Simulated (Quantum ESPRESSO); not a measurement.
```xyz
6
Lattice="4.7665 0.0000 0.0000 0.0000 4.7665 0.0000 0.0000 0.0000 3.2118" Properties=species:S:1:pos:R:3 pbc="T T T"
O      0.9232     3.8433     1.6059
O      3.8433     0.9232     1.6059
O      3.3064     3.3064     0.0000
O      1.4601     1.4601     0.0000
Sn     2.3832     2.3832     1.6059
Sn     0.0000     0.0000     0.0000
```

Cell and atoms were relaxed with PBEsol from Materials Project entry mp-856, within its symmetry.

**Question.** What does PBE (stringent potentials; Quantum ESPRESSO, PseudoDojo norm-conserving, 102 Ry, scalar-relativistic) give for the electronic structure near the Fermi level?

**Answer.** The PBE gap is direct, 1.03 eV at Γ. Spin-orbit splittings are left out.
